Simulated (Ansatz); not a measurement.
Given:

Ag:
```xyz
6
Lattice="0.0000 3.7713 3.7713 3.7713 0.0000 3.7713 3.7713 3.7713 0.0000" Properties=species:S:1:pos:R:3 pbc="T T T"
Ag     5.6570     5.6570     5.6570
Ag     3.7713     3.7713     3.7713
Ag     2.8285     0.9428     2.8285
Ag     0.9428     0.9428     0.9428
Ag     0.9428     2.8285     2.8285
Ag     2.8285     2.8285     0.9428
```

This is the PBEsol-relaxed structure.

All from DFT-PBEsol in the program Ansatz with PAW potentials, unless another level is named. Estimate the bulk modulus (Birch–Murnaghan fit).

1020 kbar.

And the highest zone-centre frequency?

291 cm⁻¹.

Space group Fd-3m. The start of the workflow was typed in or built on a structure type; neither database checked (COD, Materials Project) lists it. It is not the phase usual at ambient conditions (space group No. 225). The cell was relaxed with PBEsol under the symmetry of its start. At this level the phase is dynamically unstable (imaginary phonons). No spin polarisation was allowed. As this level gives no gap, phonon frequencies hold no LO–TO term and depend on the k-mesh and smearing (Fermi–Dirac, 0.1 eV here).

Potentials: the earlier of the program's two PAW sets. The files were generated under PBE; for other functionals the program regenerates the frozen cores, and for LDA and PBEsol the local potential too.
